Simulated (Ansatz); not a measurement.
Computed with Ansatz, DFT PBE, scalar-relativistic, plane waves, PAW. All cells share a 420 eV cutoff and Γ-centred k meshes spaced at most about 0.3 Å⁻¹ (about 0.25 or finer for metals, 2π included). No spin polarisation in the final relaxations.

All energies are static (0 K, no zero-point motion).

Two relaxed structures of Bi3O:

A.

```
Bi O
1.0
     4.66556    0.00000    0.00000
     0.00000    4.66556    0.00000
     0.00000    0.00000    4.66556
Bi O
3 1
Direct
  0.00000 0.50000 0.50000
  0.50000 0.00000 0.50000
  0.50000 0.50000 0.00000
  0.00000 0.00000 0.00000
```

B.

```
Bi O
1.0
     5.91049    0.00000    0.00000
     0.00000    5.91049    0.00000
     0.00000    0.00000    5.91049
Bi O
6 2
Direct
  0.25000 0.00000 0.50000
  0.50000 0.75000 0.00000
  0.75000 0.00000 0.50000
  0.50000 0.25000 0.00000
  0.00000 0.50000 0.75000
  0.00000 0.50000 0.25000
  0.00000 0.00000 0.00000
  0.50000 0.50000 0.50000
```

**Question.** Which would you expect to be lower, and how large is the difference?

**Answer.** A is lower, by 54 meV/atom. A has space group Pm-3m (No. 221), 25.4 Å³/atom and no gap on its mesh; B has space group Pm-3n (No. 223), 25.8 Å³/atom and no gap. Counting Bi atoms around O (those within 1.25 times the shortest such distance or 1.15 times the sum of covalent radii; the shortest distance is added where it is long for a bond), A and B both have O 12 from 3.3 Å. Even the lower one lies +0.42 eV/atom against the reference forms of the elements (uncorrected), so neither is stable at this level. Both come from invented guesses. A third cell relaxed alike, in R3, lies 0.58 eV/atom below the lower of the two.

These runs have no spin–orbit coupling, which can matter for Bi. In Pm-3m an odd number of electrons in the primitive cell allows no gap without spin; a larger cell or a magnetic state could open one. A magnetic state wasn't ruled out in cells without spin, among them Pm-3m. Cells relaxed within their symmetry can be saddle points.
